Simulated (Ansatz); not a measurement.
# Is this Ga5As2P3 structure a true minimum?

It was reached by relaxing an invented guess, and it needn't be the stable form of this composition.

Theory: Ansatz, DFT PBE, scalar-relativistic, plane waves, PAW. Settings: cutoff 420 eV, Γ-centred mesh 10×10×10 on the computed 10-atom cell, Gaussian smearing of 0.02 eV; no spin polarisation.

The cell below (10 atoms, space group I-4m2 (No. 119)) is relaxed within its symmetry.

```
Ga P As
1.0
    -1.97907    1.97907   14.01409
     1.97907   -1.97907   14.01409
     1.97907    1.97907  -14.01409
Ga P As
5 3 2
Direct
  0.89544 0.89544 0.00000
  0.29844 0.29844 0.00000
  0.70156 0.70156 0.00000
  0.10456 0.10456 0.00000
  0.50000 0.50000 0.00000
  0.25000 0.75000 0.50000
  0.65303 0.15303 0.50000
  0.84697 0.34697 0.50000
  0.05224 0.55224 0.50000
  0.44776 0.94776 0.50000
```

For the test it was strained at random (σ = 1.5 % a component), the atoms were moved at random (σ = 0.10 Å), and all was relaxed again on a coarse 4×4×4 mesh (in the run’s order of axes) with 0.10 eV smearing, with no symmetry imposed.

Problem. Does it come back?

Solution. It returns, within 1 meV/atom of the unmoved cell on that mesh and with the same symmetry when read at 0.1 Å. No instability shows in this cell; modes of other wave vectors, which need another repeat, aren't tested.
